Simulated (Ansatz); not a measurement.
Relaxation of a generated trial cell of W in the AFLOW prototype A_aP4_2_aci; 4 atoms in the cell, which starts as P-1 (No. 2), aP4; a = 2.724 Å, b = 3.225 Å, c = 7.229 Å, α = 85.70°, β = 89.06°, γ = 85.15°. Computed with PBEsol (plane waves to 420 eV, PAW, scalar-relativistic; Ansatz, an electronic-structure program). Γ-centred k-mesh 12×10×5 on the run's cell (coarser than for final values), Fermi–Dirac smearing 0.05 eV. This is the first round of the run. 

The optimiser's lines from the output (shortened; P is positive under compression):

```
relax step   1: F+E_penalty+E_count = -41027.64104496 eV  Δ(F+E_penalty+E_count) = +0.000e0 eV  max|allowed force component| = 2.510e0 eV/Å  Δτ_max = 0.0000 Å  P = +14.286 GPa  Ω = 63.109 Å³  (7 SCF iters, dr2 threshold 1.00e-7 eV, accepted)
relax step   2: F+E_penalty+E_count = -41028.69658328 eV  Δ(F+E_penalty+E_count) = -1.056e0 eV  max|allowed force component| = 7.047e-1 eV/Å  Δτ_max = 0.1644 Å  P = -5.722 GPa  Ω = 65.563 Å³  (6 SCF iters, dr2 threshold 4.00e-7 eV, accepted)
relax step   3: F+E_penalty+E_count = -41029.36593085 eV  Δ(F+E_penalty+E_count) = -6.693e-1 eV  max|allowed force component| = 5.961e-1 eV/Å  Δτ_max = 0.0682 Å  P = -7.402 GPa  Ω = 65.149 Å³  (6 SCF iters, dr2 threshold 4.00e-7 eV, accepted)
relax step   4: F+E_penalty+E_count = -41030.09297055 eV  Δ(F+E_penalty+E_count) = -7.270e-1 eV  max|allowed force component| = 2.533e-1 eV/Å  Δτ_max = 0.0737 Å  P = -4.452 GPa  Ω = 63.846 Å³  (6 SCF iters, dr2 threshold 4.00e-7 eV, accepted)
relax step   5: F+E_penalty+E_count = -41030.31616139 eV  Δ(F+E_penalty+E_count) = -2.232e-1 eV  max|allowed force component| = 6.330e-2 eV/Å  Δτ_max = 0.0199 Å  P = -1.094 GPa  Ω = 63.001 Å³  (6 SCF iters, dr2 threshold 4.00e-7 eV, accepted)
relax step   6: F+E_penalty+E_count = -41030.33080790 eV  Δ(F+E_penalty+E_count) = -1.465e-2 eV  max|allowed force component| = 1.611e-3 eV/Å  Δτ_max = 0.0070 Å  P = -0.167 GPa  Ω = 62.817 Å³  (6 SCF iters, dr2 threshold 4.00e-7 eV, accepted)
relax step   7: F+E_penalty+E_count = -41030.33091362 eV  Δ(F+E_penalty+E_count) = -1.057e-4 eV  max|allowed force component| = 3.993e-4 eV/Å  Δτ_max = 0.0002 Å  P = -0.001 GPa  Ω = 62.785 Å³  (6 SCF iters, dr2 threshold 3.64e-7 eV, accepted)
relax step   8: F+E_penalty+E_count = -41030.33561922 eV  Δ(F+E_penalty+E_count) = -4.706e-3 eV  max|allowed force component| = 3.998e-4 eV/Å  Δτ_max = 0.0000 Å  P = +0.073 GPa  Ω = 62.785 Å³  stress off target by 2.79e-1 GPa  SCF on the basis re-selected at this cell (its energy is not comparable with the rows above)  (6 SCF iters)
relax step   9: F+E_penalty+E_count = -41030.33565061 eV  Δ(F+E_penalty+E_count) = -3.139e-5 eV  max|allowed force component| = 9.435e-5 eV/Å  Δτ_max = 0.0000 Å  P = +0.000 GPa  Ω = 62.799 Å³  (6 SCF iters, dr2 threshold 1.94e-7 eV, accepted)
relax step  10: F+E_penalty+E_count = -41030.33565710 eV  Δ(F+E_penalty+E_count) = -6.489e-6 eV  max|allowed force component| = 9.456e-5 eV/Å  Δτ_max = 0.0000 Å  P = +0.000 GPa  Ω = 62.799 Å³  stress off target by 5.64e-3 GPa  SCF on the basis re-selected at this cell (its energy is not comparable with the rows above)  (7 SCF iters)
```

From the first to the last row the energy changes by -0.67 eV/atom and the volume by -0.5 %. The last row is marked as not comparable with the walk above it, whose basis was carried along; it does compare with step 1, since both stand on a basis selected at the nominal cutoff for their own cell.

Later rounds, restarted from the end of this one on a renewed k-mesh, logged 4 more steps and released under 0.01 eV/atom more. The final structure after all rounds: Im-3m (No. 229), cI2, bcc (W type); a = 3.1545 Å, b = 3.1545 Å, c = 3.1545 Å, α = 90.00°, β = 90.00°, γ = 90.00°. Between re-selections the logged energies stand on a plane-wave basis carried along with the cell. No spin polarisation in the result.

The run could not lose the symmetry of its start.
